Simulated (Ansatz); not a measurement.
**TiO2**

System: TiO2, a measured crystal structure (space group I4_1/amd); the cell holds 6 atoms. Source: COD entry 9015929; the sample's temperature and pressure aren't taken into account, and it need not be the stable phase.

```
CELL_PARAMETERS angstrom
-1.89225 1.89225 4.75715
1.89225 -1.89225 4.75715
1.89225 1.89225 -4.75715
ATOMIC_POSITIONS crystal
Ti 0.00000 0.00000 0.00000
Ti 0.75000 0.25000 0.50000
O 0.20806 0.20806 0.00000
O 0.95806 0.45806 0.50000
O 0.54194 0.04194 0.50000
O 0.79194 0.79194 0.00000
```

Atoms are numbered from 1 in the order listed.

Computed with DFT, PBE+U, PAW, plane waves, scalar-relativistic (Ansatz).

```
Hubbard term (Dudarev form) : U − J = 3 eV on Ti d, on Löwdin-orthonormalised all-electron atomic orbitals
Plane-wave cutoff           : 420 eV
k-point mesh                : 5×5×7 (Γ-centred)
Occupations                 : Gaussian smearing, 0.05 eV
```

The mesh has less symmetry than the lattice, which lowers the symmetry of the run.

“Lowest” means lowest among the runs made in this cell.

The standard search may also try other magnetic orders and fillings, and need not reach the lowest state. With a search on, the program may also reshape the start on open shells.

Q: Predict the lowest-energy solution among 15 converged runs.

A: Non-magnetic, a gap of 2.49 eV on the k-mesh.

Machine: 2 threads of Arm Neoverse V1, with other jobs on the host.

Q: About how long does the run “the moments in brackets, standard search for lower states [Ti1 1.00, Ti2 1.00 μB]” take there, and how much memory does it need?

A: 23 s, 0.55 GiB (22 iterations, 54 k-points after symmetry).
